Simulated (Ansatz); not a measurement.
Frames from the relaxation of a relaxed BaTiO3 cell displaced along its unstable phonon at q = (0, 0, ½) of its primitive reciprocal cell (117i cm⁻¹), largest move 0.15 Å, as extended XYZ (Å, eV, eV/Å, GPa with compression positive). These are PBE (plane waves to 420 eV, PAW, scalar-relativistic; Ansatz, an electronic-structure program) values and carry that method's errors. Γ-centred k-mesh 6×6×3 on the run's cell (coarser than for final values), Fermi–Dirac smearing 0.05 eV.

```xyz
10
Lattice="3.9752 0.0000 0.0000 0.0000 4.0535 0.0000 0.0000 0.0000 8.2698" Properties=species:S:1:pos:R:3:forces:R:3 pbc="T T T" step=5 free_energy=-20319.589 pressure=0.1 accepted=T
Ba     1.9876     2.0458     2.0876    0.0000   -0.0056   -0.0066
Ba     1.9876     2.0077     6.2225    0.0000    0.0056   -0.0066
Ti     0.0000     0.0733     0.0871    0.0000    0.0899    0.0830
Ti     0.0000    -0.0733     4.2220    0.0000   -0.0899    0.0830
O      0.0000     2.1073     4.0629    0.0000   -0.0211    0.0002
O      0.0000     1.9462     8.1978    0.0000    0.0211    0.0002
O      0.0000     0.0037     1.9256    0.0000   -0.0163   -0.0771
O      0.0000    -0.0037     6.0605    0.0000    0.0163   -0.0771
O      1.9876     0.0469     4.0470    0.0000    0.0484    0.0005
O      1.9876    -0.0469     8.1819    0.0000   -0.0484    0.0005
10
Lattice="3.9716 0.0000 0.0000 0.0000 4.0395 0.0000 0.0000 0.0000 8.3699" Properties=species:S:1:pos:R:3:forces:R:3 pbc="T T T" step=6 free_energy=-20319.589 pressure=-0.2 accepted=T
Ba     1.9858     2.0370     2.1320    0.0000    0.0152   -0.0377
Ba     1.9858     2.0025     6.3170    0.0000   -0.0152   -0.0377
Ti     0.0000     0.0712     0.1036    0.0000    0.0149    0.0491
Ti     0.0000    -0.0712     4.2886    0.0000   -0.0149    0.0491
O      0.0000     2.0949     4.1064    0.0000    0.0028   -0.0107
O      0.0000     1.9446     8.2913    0.0000   -0.0028   -0.0107
O      0.0000     0.0005     1.9251    0.0000    0.0070    0.0140
O      0.0000    -0.0005     6.1101    0.0000   -0.0070    0.0140
O      1.9858     0.0555     4.0908    0.0000   -0.0127   -0.0146
O      1.9858    -0.0555     8.2757    0.0000    0.0127   -0.0146
```

The path has 10 moves and ends in Pmc2₁ (No. 26), 0.03 eV/atom below its start. Free energies are of the whole cell and compare only within this code, potentials and settings.  No spin polarisation in the result.

The run could not lose the symmetry of its start: the end is stationary, and may be a saddle point rather than a minimum.

Of the parent cell (P4mm (No. 99)): The first start was generated by placing the elements on the sites of a structure type. A measured structure of BaTiO3 has the same space group, P4mm (No. 99); the sites were not compared with it.

The end of the path is a generated cell of BaTiO3: the first start was made by placing the elements on the sites of a structure type, and the end was not matched to a known phase here, so it may be hypothetical. Known forms of BaTiO3 include space group No. 99, 221.
